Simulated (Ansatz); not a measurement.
The start is a generated cell, CdSe built in the wurtzite structure type. Cell shape, volume and atoms are optimised at zero target pressure with r2SCAN (plane waves to 500 eV, PAW, scalar-relativistic; Ansatz, a program for electronic structure). First-step values are on the input's coarse k-mesh.

Ansatz input (later rounds restart from its end on a renewed k-mesh):
Ansatz 0.2 input:
```yaml
crystal:
  lattice:
    - [4.3597853, 0, 0]
    - [-2.1798927, 3.7756848, 0]
    - [0, 0, 7.140321]
  atoms:
    - { symbol: Cd, position: [0.66666667, 0.33333333, 0] }
    - { symbol: Cd, position: [0.33333333, 0.66666667, 0.5] }
    - { symbol: Se, position: [0.66666667, 0.33333333, 0.6252] }
    - { symbol: Se, position: [0.33333333, 0.66666667, 0.1252] }
basis: { ecutwfc: 500, ecutrho_ratio: 4, xc_grid: 4, fft_grid_basis: typed }
kpoints: { mp_grid: { grid: [6, 6, 4] } }
hamiltonian:
  xc: r2scan
  dispersion: none
  pseudopotentials: { kind: paw }
scf: { occupations: { method: fermi_dirac, width: 0.05 } }
relax: { f_tol: 0.01, max_steps: 100, cell: { stress_tol: 0.02 } }
output: { forces: true, stress: true }
```

Q: How does the volume change?

A: -1.8 %, from 29.38 to 28.87 Å³/atom.

Q: What band gap does the relaxed structure have at this level?

A: 1.11 eV, direct at Γ (no spin-orbit coupling).

Q: Write out the relaxed structure.

A: 
```cif
data_Cd2Se2
_chemical_formula_sum 'Cd2 Se2'
_space_group_name_H-M_alt 'P63mc'
_space_group_IT_number 186
_space_group_name_Hall 'P 6c -2c'
_cell_length_a 4.34072
_cell_length_b 4.34072
_cell_length_c 7.07654
_cell_angle_alpha 90.000
_cell_angle_beta 90.000
_cell_angle_gamma 120.000
loop_
_atom_site_label
_atom_site_type_symbol
_atom_site_symmetry_multiplicity
_atom_site_Wyckoff_symbol
_atom_site_fract_x
_atom_site_fract_y
_atom_site_fract_z
_atom_site_occupancy
Cd1 Cd 2 b 0.66667 0.33333 0.00058 1
Se1 Se 2 b 0.33333 0.66667 0.12462 1
```

The space group stays P6₃mc (No. 186) (the run could not lower it); the end is wurtzite type, with 4 atoms in the primitive cell. Final values are on a 9×9×5 k-mesh of the relaxed cell. No spin polarisation in the result.

The run could not lose the symmetry of its start.
